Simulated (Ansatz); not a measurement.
AlRu:
```yaml
crystal:
  lattice:
    - [2.98245, 0.00000, 0.00000]
    - [0.00000, 2.98245, 0.00000]
    - [0.00000, 0.00000, 2.98245]
  atoms:
    - { symbol: Ru, position: [0.00000, 0.00000, 0.00000] }
    - { symbol: Al, position: [0.50000, 0.50000, 0.50000] }
```

Relaxed with r²SCAN. Special points in fractions of this cell's reciprocal vectors: Γ (0.000, 0.000, 0.000); X (0.000, 0.500, 0.000); M (0.500, 0.500, 0.000); R (0.500, 0.500, 0.500).

Problem. List the band energies nearest the Fermi level at these points for r²SCAN with spin–orbit coupling in the plane-wave PAW code Ansatz.

Solution. In eV from the Fermi level; about four levels below and three above (degenerate sets whole), none deeper than 8.9 eV; points with the same levels are listed once.

| k | below | above |
|---|---|---|
| Γ | -3.75 -3.75 -3.75 -3.75 | 0.08 0.08 0.08 0.08 |
| X | -1.79 -1.79 -1.67 -1.67 | 0.42 0.42 2.54 2.54 |
| M | -1.34 -1.34 -1.23 -1.23 | 1.72 1.72 5.72 5.72 |
| R | -5.01 -5.01 -5.01 -5.01 -4.92 -4.92 | 1.82 1.82 1.82 1.82 |

Space group Pm-3m (CsCl type). The r²SCAN relaxation kept the symmetry of its start. No spin polarisation was allowed.

Potentials: the earlier of the program's two PAW sets.
